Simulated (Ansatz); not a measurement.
This VMo₂S₆ structure is the end of a relaxation. The cell was found from a structure generator's guess, not taken from experiment.

All numbers below come from Ansatz 0.2.0, DFT PBE, scalar-relativistic, plane waves, PAW. Cutoff 420 eV, Γ-centred mesh, Gaussian smearing, no spin polarisation.

```cif
data_structure
_symmetry_space_group_name_H-M 'P 1'
_symmetry_Int_Tables_number 1
_cell_length_a 5.5119
_cell_length_b 5.5119
_cell_length_c 6.9314
_cell_angle_alpha 90.000
_cell_angle_beta 90.000
_cell_angle_gamma 120.000
_cell_volume 182.37
loop_
_atom_site_label
_atom_site_type_symbol
_atom_site_fract_x
_atom_site_fract_y
_atom_site_fract_z
_atom_site_occupancy
V1 V 0.00000 0.00000 0.00000 1
Mo1 Mo 0.33333 0.66667 0.00000 1
Mo2 Mo 0.66667 0.33333 0.00000 1
S1 S 0.67600 0.00000 0.77678 1
S2 S 0.32400 0.32400 0.77678 1
S3 S 0.00000 0.67600 0.77678 1
S4 S 0.32400 0.00000 0.22322 1
S5 S 0.00000 0.32400 0.22322 1
S6 S 0.67600 0.67600 0.22322 1
```

Formation energies are uncorrected and refer to the elements' standard structures at the same level.

Problem. What space group does it have?

Solution. P-31m (No. 162). Conventional cell: a = 5.512 Å, c = 6.931 Å. V has 6 S at 2.36 Å and 6 Mo at 3.18 Å; around Mo lie 6 S at 2.42 Å, 3 Mo at 3.18 Å and 3 V at 3.18 Å; S is surrounded by 1 V at 2.36 Å and 2 Mo at 2.42 Å.

Problem. What is its formation energy per atom?

Solution. −0.71 eV/atom. Whether it is stable depends on the other phases of the system, which aren't compared here.

Problem. Is it a metal?

Solution. Yes, bands cross the Fermi level on the 12×12×6 mesh.

The last run used a 12×12×6 mesh (in the run's order of axes) for its 9-atom cell and Gaussian smearing of 0.10 eV. No dispersion correction is applied, so the spacing and binding between layers, chains or molecules are poorly described. An odd number of electrons in the primitive cell allows no gap without spin; a larger cell or a magnetic state could open one. No Hubbard U is applied to the 3d shell of V. The reference form of S is held partly by dispersion forces, which this level lacks. Trial moments died out on the coarse mesh, so the last step has no spin; another magnetic start might hold. A structure relaxed within its symmetry needn't be a true minimum.
